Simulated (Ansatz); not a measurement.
**BiTe under strain: Field gradients at the nuclei**

The cell is a COD entry, relaxed with PBE at fixed cell and then changed (z compressed by 3 %, ions relaxed).

```yaml
crystal:
  lattice:
    - [0.00000, 3.23500, 3.13795]
    - [3.23500, 0.00000, 3.13795]
    - [3.23500, 3.23500, 0.00000]
  atoms:
    - { symbol: Bi, position: [0.00000, 0.00000, 0.00000] }
    - { symbol: Te, position: [0.50000, 0.50000, 0.50000] }
```

Atoms are numbered from 1 in the order listed; like atoms form one site, named after its first atom.

The numbers come from a DFT calculation in Ansatz (PBE, plane waves and PAW, scalar-relativistic, 420 eV cutoff, Γ-centred 13×13×13 k-points, Fermi–Dirac smearing 0.05 eV).

C_Q = eQV_zz/h, which is 24.18 MHz for Q = 1 b and V_zz = 10²¹ V/m²; η = (V_xx − V_yy)/V_zz. ν_Q = 3|C_Q|/[2I(2I − 1)].

209Bi: I = 9/2, Q = -516.0 mb. Quadrupole moments are those of Pyykkö's year-2017 table.

(1) Give the quadrupolar parameters of the distinct sites.

## Answers

(1) 

```json
{"site": "Bi", "atoms (order as listed)": "1", "first shell": "6 Te at 3.14–3.24 Å", "C_Q (MHz)": "-83.9", "η": "0.00", "ν_Q (MHz)": "3.50"}
```

An axis of threefold or higher order runs through Bi, so V_zz lies along it and η is zero.

Te has no stable isotope with a ground-state quadrupole moment in the table, so these sites are left out.

With no gap above 0.1 eV, as in a metal, the gradients converge slowly in k; expect changes of a tenth or more on a denser mesh. Spin–orbit coupling is left out, which shifts gradients on Bi by a few per cent in wide-gap crystals, and can shift them far more where the calculated gap is small or absent, as here. Newer work puts Q(²⁰⁹Bi) near −420 mb, which would lower these couplings by about a fifth.

The relaxation (1 step) took 15 s of wall time (15 s of CPU time) and 0.61 GiB at its peak, on 1 thread of Intel Xeon Platinum 8488C (Sapphire Rapids) (x86_64; 16 cores open to the job, memory cap 3.0 GiB, no GPU), a shared host with a load of 0.3 a core.
